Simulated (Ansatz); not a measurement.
# How the vibrations of TiOs change with volume

Theory: DFT LDA, scalar-relativistic, plane waves, PAW (Ansatz). Settings: 420 eV plane-wave cutoff, Γ-centred 14×14×14 mesh, Fermi-Dirac smearing of 0.15 eV. No spin polarisation. Phonons by linear response, acoustic sum rule imposed.

The cell, relaxed at this level:
```cif
data_structure
_symmetry_space_group_name_H-M 'Pm-3m'
_symmetry_Int_Tables_number 221
_cell_length_a 3.0398
_cell_length_b 3.0398
_cell_length_c 3.0398
_cell_angle_alpha 90.000
_cell_angle_beta 90.000
_cell_angle_gamma 90.000
_cell_volume 28.09
loop_
_atom_site_label
_atom_site_type_symbol
_atom_site_symmetry_multiplicity
_atom_site_Wyckoff_symbol
_atom_site_fract_x
_atom_site_fract_y
_atom_site_fract_z
_atom_site_occupancy
Ti1 Ti 1 b 0.50000 0.50000 0.50000 1
Os1 Os 1 a 0.00000 0.00000 0.00000 1
```

In a metal, frequencies depend on the k mesh and the smearing, soft modes most. Spin–orbit coupling is left out, which can shift energies with elements as heavy as these.

Cells at 0.98 and 1.02 times the equilibrium volume were relaxed in shape and atoms; γ = −d ln ν / d ln V, modes matched by rank.

(1) Give the optical frequencies at Γ (cm⁻¹) at the three volumes and the mode Grüneisen parameters.

(2) What pressures hold the two strained cells, and what bulk modulus follows?

Results:

(1)
```tsv
0.98 V	V	1.02 V	γ	degeneracy
247	236	224	2.42	3
```

(2) 5.91 GPa at 0.98 V and -5.32 GPa at 1.02 V, so B = −dP/d ln V ≈ 281 GPa.